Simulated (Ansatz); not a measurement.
The elements of this relaxed trial crystal are hidden behind letters.

```
lattice vectors (Å)
   5.5638    0.0000    0.0000
   0.0000    5.5638    0.0000
   0.0000    0.0000    5.5638
fractional positions
X 0.7545 0.7545 0.2455
X 0.7545 0.2455 0.7545
X 0.2455 0.7545 0.7545
X 0.2455 0.2455 0.2455
Z 0.5000 0.0000 0.0000
Z 0.0000 0.5000 0.0000
Z 0.0000 0.0000 0.5000
Q 0.5000 0.5000 0.5000
```

Computed with DFT PBE, scalar-relativistic, plane waves, PAW in Ansatz. Cutoff 420 eV, Γ-centred 6×6×6 mesh (8-atom cell), Gaussian smearing of 0.02 eV, no spin polarisation.

```
Space group                              : P-43m (No. 215)
Conventional cell                        : a = 5.564 Å
Volume per atom                          : 21.53 Å³
Density                                  : 4.31 g/cm³
Formation energy                         : −0.406 eV/atom
Gap on the 6×6×6 mesh of the 8-atom cell : 1.16 eV
```

Energies are uncorrected and count from the elements' standard states at the same level.

Question: X is a p-block element of period 4, Z is a p-block element of period 3 and Q is a p-block element of period 4. Which elements are they?

Answer: X = Ga, Z = P, Q = As, so the formula is Ga4AsP3. Density times volume gives a mean mass of 4.31 × 21.53/1.6605 = 55.9 u per atom, and this set has 55.8 u. Ga is surrounded by 3 P at 2.40 Å and 1 As at 2.45 Å; around P lie 4 Ga at 2.40 Å; As has 4 Ga at 2.45 Å. Other sets within the hints have nearly the same mass, so mass alone doesn't settle it; this one was computed.

Kohn–Sham gaps at this level usually fall short of measured ones. A later test with randomly moved atoms came back to the same energy, though modes that don't fit the test's cell weren't probed.
